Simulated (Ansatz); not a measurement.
VBiO₄:
```
CELL_PARAMETERS angstrom
     -2.53150     2.53150     5.71529
      2.53150    -2.53150     5.71529
      2.53150     2.53150    -5.71529
ATOMIC_POSITIONS crystal
  V  0.50000 0.50000 0.00000
  V  0.25000 0.75000 0.50000
  Bi 0.00000 0.00000 0.00000
  Bi 0.75000 0.25000 0.50000
  O  0.17082 0.56091 0.89143
  O  0.31091 0.91949 0.89010
  O  0.66949 0.27939 0.10857
  O  0.02939 0.42082 0.10990
  O  0.57918 0.68909 0.60857
  O  0.43909 0.33051 0.60990
  O  0.08051 0.97061 0.39143
  O  0.72061 0.82918 0.39010
```

Cartesian axes are those of the cell as given.

**Question.** Give the high-frequency dielectric tensor and the Born effective charge tensors of the independent atoms from DFPT, the program Ansatz at the LDA level (PAW).

**Answer.** 
ε∞:
```
7.74  0.00  0.00
0.00  7.74  0.00
0.00  0.00  6.50
```
Z* of atom 1 (V), rows: field, columns: displacement, in e:
```
 5.62  -0.02   0.00
 0.02   5.62   0.00
 0.00   0.00   4.04
```
Z* of atom 3 (Bi), rows: field, columns: displacement, in e:
```
 5.78  -0.13   0.00
 0.13   5.78   0.00
 0.00   0.00   5.89
```
Z* of atom 5 (O), rows: field, columns: displacement, in e:
```
-2.34   1.57   0.19
 1.49  -3.37  -1.46
 0.20  -1.18  -2.48
```

Space group I4_1/a. The cell was relaxed with LDA under the symmetry of its start. The run is not spin-polarised. No Hubbard U is applied. Spin–orbit coupling is left out wherever it is not named.

Potentials: the later of the program's two PAW sets.
